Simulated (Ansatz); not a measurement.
MoPd:
```yaml
crystal:
  lattice:
    - [2.71535, 0.00000, 0.00000]
    - [0.00000, 2.71535, 0.00000]
    - [0.00000, 0.00000, 4.13898]
  atoms:
    - { symbol: Pd, position: [0.00000, 0.00000, 0.00000] }
    - { symbol: Mo, position: [0.50000, 0.50000, 0.50000] }
```

Relaxed with PBE. Special points in fractions of this cell's reciprocal vectors: Γ (0.000, 0.000, 0.000); X (0.000, 0.500, 0.000); M (0.500, 0.500, 0.000); Z (0.000, 0.000, 0.500); R (0.000, 0.500, 0.500); A (0.500, 0.500, 0.500).

Task: List the band energies nearest the Fermi level at these points for PBE with spin–orbit coupling (plane waves, PAW; program Ansatz).

Result: In eV from the Fermi level; about four levels below and three above (degenerate sets whole), none deeper than 8.9 eV; points with the same levels are listed once.

| k | below | above |
|---|---|---|
| Γ | -1.47 -1.47 -1.08 -1.08 | 2.01 2.01 2.27 2.27 |
| X | -2.30 -2.30 -2.19 -2.19 | 0.28 0.28 1.70 1.70 |
| M | -0.41 -0.41 -0.32 -0.32 | 1.28 1.28 1.30 1.30 |
| Z | -1.41 -1.41 -1.02 -1.02 | 1.02 1.02 1.14 1.14 |
| R | -2.24 -2.24 -0.01 -0.01 | 0.39 0.39 0.88 0.88 |
| A | -2.54 -2.54 -0.39 -0.39 | 0.97 0.97 4.81 4.81 |

Space group P4/mmm (L1₀ or tetragonal B2). The start of the workflow was typed in or built on a structure type; neither database checked (COD, Materials Project) lists it. Its standing as an ambient phase is unchecked. The PBE relaxation kept the symmetry of its start; whether a distortion lowers the energy is not shown. No spin polarisation was allowed.

Potentials: the later of the program's two PAW sets.
